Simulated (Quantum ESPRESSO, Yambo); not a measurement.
G0W0 results for YOF

YOF has the tetragonal space group P4/nmm, origin choice 1 (No. 129), Pearson symbol tP6. Cell: a = b = 3.8323 Å, c = 5.4467 Å, α = β = γ = 90.00°. O on 2b has 4 Y at 2.236 Å (tetrahedral). F on 2a has 4 Y at 2.478 Å (tetrahedral). Y on 2c sees 4 O at 2.236 Å and 4 F at 2.478 Å. (Neighbours: up to the widest gap in distance over summed covalent radii, below 1.35, at either atom; cation-cation contacts left out.)

The geometry is that of Materials Project entry mp-10219, symmetrised and not relaxed again.

Starting point: norm-conserving LDA (Quantum ESPRESSO, 84 Ry, without SOC). G0W0 in Yambo: 4×4×2 Γ-centred k mesh, 156 bands and a 8 Ry block in the screening, 156 bands in G with the Bruneval-Gonze terminator, plasmon pole fitted at 27.2 eV.

- LDA gap along the band path = 4.82 eV
- LDA gap between the mesh's edge points ((0.25, 0.25, -0.5) → Γ) = 4.82 eV
- G0W0 gap between the same points = 6.76 eV
- LDA smallest direct gap on the mesh (at Γ) = 5.07 eV
- G0W0 direct gap at that point = 7.03 eV

```csv
k point,band,E LDA (eV),E QP (eV),shift (eV),Z
Γ,VB,-0.25,-1.17,-0.92,0.80
Γ,CB,4.82,5.86,1.03,0.86
"(0.25, 0.25, -0.5)",VB,0.00,-0.91,-0.91,0.80
"(0.25, 0.25, -0.5)",CB,5.39,6.80,1.41,0.85
```

Energies count from the LDA valence-band maximum.

Nearest settings tried, and what they do to the gap: 123 bands in W, 123 bands in G: +12 meV; 6 Ry block (129 vectors against 229): -137 meV; 4×4×4 mesh: +21 meV. So the settings aren't converged at that level.

The structure is a Materials Project entry; no match was found in the copy of COD used, and its stability was not checked.
